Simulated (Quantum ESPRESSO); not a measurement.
pw.x input (Quantum ESPRESSO 7.5; LDA, PseudoDojo standard norm-conserving files, scalar-relativistic):

```
&CONTROL
  calculation = 'scf'
  pseudo_dir = './pseudo'
  outdir = './out'
  tprnfor = .true.
  tstress = .true.
/
&SYSTEM
  ibrav = 0
  nat = 2
  ntyp = 2
  ecutwfc = 84.0
  ecutrho = 336.0
  occupations = 'smearing'
  smearing = 'fd'
  degauss = 0.002
  nbnd = 13
/
&ELECTRONS
  conv_thr = 2e-10
/
ATOMIC_SPECIES
Al 26.9815 Al.upf
Sb 121.7600 Sb.upf
CELL_PARAMETERS angstrom
  0.000000000000   3.051450974000   3.051450974000
  3.051450974000   0.000000000000   3.051450974000
  3.051450974000   3.051450974000   0.000000000000
ATOMIC_POSITIONS crystal
Al   0.000000000000   0.000000000000   0.000000000000
Sb   0.250000000000   0.250000000000   0.250000000000
K_POINTS automatic
8 8 8 0 0 0
```

End of the output:

```
     total energy              =    -186.15821087 Ry
     estimated scf accuracy    <       0.00000060 Ry
     total energy              =    -186.15821089 Ry
     estimated scf accuracy    <       0.00000008 Ry
     total energy              =    -186.15821092 Ry
     estimated scf accuracy    <          5.6E-09 Ry
[...]
     the Fermi energy is     6.9752 ev
!    total energy              =    -186.15821092 Ry
     estimated scf accuracy    <          1.9E-10 Ry
     smearing contrib. (-TS)   =      -0.00000000 Ry
     internal energy E=F+TS    =    -186.15821092 Ry
     The total energy is F=E-TS. E is the sum of the following terms:
     one-electron contribution =     -94.98406195 Ry
     hartree contribution      =      54.99910368 Ry
     xc contribution           =     -46.88854751 Ry
     ewald contribution        =     -99.28470514 Ry
     convergence has been achieved in   8 iterations
     Forces acting on atoms (cartesian axes, Ry/au):
     atom    1 type  1   force =     0.00000000    0.00000000    0.00000000
     atom    2 type  2   force =     0.00000000    0.00000000    0.00000000
     Total force =     0.000000     Total SCF correction =     0.000000
     Computing stress (Cartesian axis) and pressure
          total   stress  (Ry/bohr**3)                   (kbar)     P=       -0.16
  -0.00000109   0.00000000   0.00000000           -0.16        0.00        0.00
   0.00000000  -0.00000109  -0.00000000            0.00       -0.16       -0.00
   0.00000000  -0.00000000  -0.00000109            0.00       -0.00       -0.16
```
In a gapped system the printed Fermi energy is only some level inside the gap.

Spin-orbit coupling is not included.

Geometry relaxed with LDA.
